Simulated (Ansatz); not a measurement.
W in space group Fd-3m (No. 227; W on 8a, W on 16d) at seven volumes, the program Ansatz at the PBE level (PAW), scaled uniformly. One row is withheld.

```csv
V (Å³/atom),P (GPa)
15.291,31.44
15.795,19.27
16.299,8.87
16.803,0.00
17.307,-7.58
17.811,?
18.315,-19.63
```

Q: Fit the shown pressures and predict the withheld one.

A: P = (3/2)B₀(x^(7/2) − x^(5/2))[1 + (3/4)(B′ − 4)(x − 1)] with x = (V₀/V)^(2/3). Least squares on the six rows gives V₀ = 16.803 Å³/atom, B₀ = 273 GPa, B′ = 4.22. At V = 17.811, x = 0.9619 and P = -14.07 GPa. The run itself gave -14.06 GPa.

The start of the workflow was typed in or built on a structure type; neither database checked (COD, Materials Project) lists it. It is not the phase usual at ambient conditions (space group No. 229). The cell was relaxed with PBE under the symmetry of its start; its stability against distortions is not shown here. The run is not spin-polarised. Spin–orbit coupling is left out wherever it is not named.

Potentials: the later of the program's two PAW sets.
